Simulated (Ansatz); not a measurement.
WSe2 (2H-MoS2 type, space group P6_3/mmc)

```yaml
crystal:
  lattice:
    - [3.23045, 0.00000, 0.00000]
    - [-1.61522, 2.79765, 0.00000]
    - [0.00000, 0.00000, 12.41060]
  atoms:
    - { symbol: W, position: [0.33333, 0.66667, 0.25000] }
    - { symbol: W, position: [0.66667, 0.33333, 0.75000] }
    - { symbol: Se, position: [0.33333, 0.66667, 0.61454] }
    - { symbol: Se, position: [0.66667, 0.33333, 0.11454] }
    - { symbol: Se, position: [0.66667, 0.33333, 0.38546] }
    - { symbol: Se, position: [0.33333, 0.66667, 0.88546] }
```

The slice is a (1 -1 0 0) plane (indices of the conventional cell) through the point (0.667, 0.333, 0.386) (fractional), spanned by u = [110] and v = [001] in vectors of this cell: u (3.23 Å) and v (12.41 Å, at 90° to u). It covers one period; positions are fractions (u, v).

All values below come from PBEsol-D3(BJ) (plane waves to 420 eV, PAW, scalar-relativistic; Ansatz, a program for electronic structure). k mesh 12×12×3. Near the nuclei the fields are pseudised (PAW); where an atom keeps semicore shells as valence, they peak there. Spin-orbit coupling is left out, though W is heavy. The PAW data are Ansatz's earlier set. WSe2 is run without spin polarisation. WSe2 was relaxed with its symmetry unable to fall.

Task: Around which element is the density of the lowest conduction band (whole band as if filled, smooth part) largest on this plane?

Result: W. Mean over a disc round each atom, of radius 0.45 times the shortest bond: W 0.074, Se 0.014 e/Å³.

Task: Sketch the valence electron density on this plane as a map.

Result: 
```
|*=-:.:-=|
|--:::::-|
|:::---::|
|:::---::|
|=--:::--|
|%*-:.:-*|
|%*-:.:-*|
|=-:. .:-|
|..     .|
|   ...  |
|  .:::. |
|..:---:.|
|::::-:::|
|++-:::-+|
|**=:::=*|
|**=:::=*|
|=-:::::-|
|.::---::|
| .::-::.|
|  ..:.. |
|        |
|-:.   .:|
|*=-. .-=|
|@#-:.:-#|
```
Scale: ten equal steps from -1.26 (start of ' ') to 1.81 (end of '@'), in the order ' .:-=+*#%@'. Values: log₁₀ of the valence density in e/Å³. The map has 8 points along u (one character each, u = 0 at the left) and 24 along v (v = 0 in the bottom row). The scale is logarithmic, as a density can span decades between atoms and voids.
